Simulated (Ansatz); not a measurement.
AlN (zinc blende, space group No. 216), PBE in the plane-wave PAW code Ansatz, all energies at zero smearing, with the estimated change up to a 700 eV cutoff added, with one set of potentials and settings (totals compare only within such a set). Cell of 2 atoms (1 Al, 1 N): -924.216 eV.

```csv
element,reference phase,E (eV/atom)
Al,"Fm-3m, 1 atoms in the cell",-537.5049
N,"Pa-3, 8 atoms in the cell",-384.0325
```

Formation energy per atom, worked out: (-924.216 − 1×(-537.5049) − 1×(-384.0325))/2 = -1.339 eV/atom (-129 kJ per mol of atoms), at 0 K, without zero-point energy or fitted corrections.

Space group F-43m (zinc blende). Symmetry was held in the PBE relaxation. The references are the lowest solids computed at this level, not always the standard phases (solids in place of the gases).

Potentials: the later of the program's two PAW sets.
